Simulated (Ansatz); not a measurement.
A plane-wave run on LuZr$_{2}$Ge$_{2}$

Input file of Ansatz 0.2.0:

```yaml
crystal:
  lattice:
    - [4.245937, 0.0, 0.0]
    - [-2.122968, 3.677094, 0.0]
    - [0.0, 0.0, 6.751652]
  atoms:
    - { symbol: Zr, position: [0.3333, 0.6667, 0.6415] }
    - { symbol: Zr, position: [0.6667, 0.3333, 0.3585] }
    - { symbol: Lu, position: [0.0, 0.0, 0.0] }
    - { symbol: Ge, position: [0.3333, 0.6667, 0.25137] }
    - { symbol: Ge, position: [0.6667, 0.3333, 0.74863] }
  symmetry: { tolerance: 0.0003 }
kpoints:
  mp_grid: { grid: [9, 9, 5], shift: [0, 0, 0] }
magnetization:
  spin_polarized: false
scf:
  occupations: { method: fermi_dirac }
  lower_state_search: "off"
  max_iter: 200
hamiltonian:
  pseudopotentials: { kind: paw }
  xc: pbe
basis:
  ecutwfc: 420
  fft_grid_basis: typed
output:
  forces: true
  stress: true
  eigenvalues: true
  bader: true
  populations: true
  elf: true
  write_potential: true
  volumetric_format: npy
  dos:
    e_range: [-12, 8]
    de: 0.05
    projected: { site_lists: { Ge: [Ge], Lu: [Lu], Zr: [Zr] } }
checkpoint:
  read: saved_state
```

The saved state is an earlier solution for the same cell, perhaps on another mesh. 

Parts of the output:

```
Free energy (F): -31691.5636 eV
Harris-Foulkes:  -31691.5636 eV  (|F-HF|=6.35e-8)
Internal energy: -31691.4134 eV  (E = F + TS)
E sigma→0 (E₀):  -31691.4885 eV
Entropy (-TS):   -0.1502 eV (-30.041 meV/atom)
Fermi energy:    13.6331 eV
--- Per-component energies (eV) ---
  E_band       = -334.2184
  E_kinetic    = 1323.9855
  E_local      = -12848.7091  (includes V_loc(G=0)·N_el)
  E_nonlocal   = 1574.6103
  E_hartree    = 5414.1733
  E_xc         = -699.8108
  E_vxc        = -778.9847  (∫ρ·V_xc dr)
  E_paw        = -17321.6973  (= ΣΔE_a)
  E_vpaw       = -433.4537  (= ΣTr[D̂ρ^β])
  E_aug_tail   = 0.0007  (compensation charges beyond the density's cutoff)
  E_ewald      = -9133.9660
  E_smearing   = -0.1502  (= −TS)
--- Stress (GPa, compression-positive) ---
       14.2238       0.0000       0.0000
        0.0000      14.2238       0.0000
        0.0000       0.0000      15.3567
  P = ⅓ Tr σ = 14.6014 GPa (146.014 kbar)
--- Löwdin populations: 5 sites ---
  site symbol       q [e]
     0     Zr     11.6216
     1     Zr     11.6216
     2     Lu     24.5789
     3     Ge     14.5141
     4     Ge     14.5141
  spilling = 0.0019 (of n_electrons = 77.0000)
--- Bader charges: 5 sites ---
  site symbol  charge [e]  shift [e]
     0     Zr      1.0840     0.0007
     1     Zr      1.0840     0.0007
     2     Lu      1.4646     0.0000
     3     Ge     -1.8163     0.0007
     4     Ge     -1.8163     0.0007
```

Origin: a known structure type with other elements, at an estimated volume, so it need not be a known compound. Caveats: atoms or cell far from equilibrium.
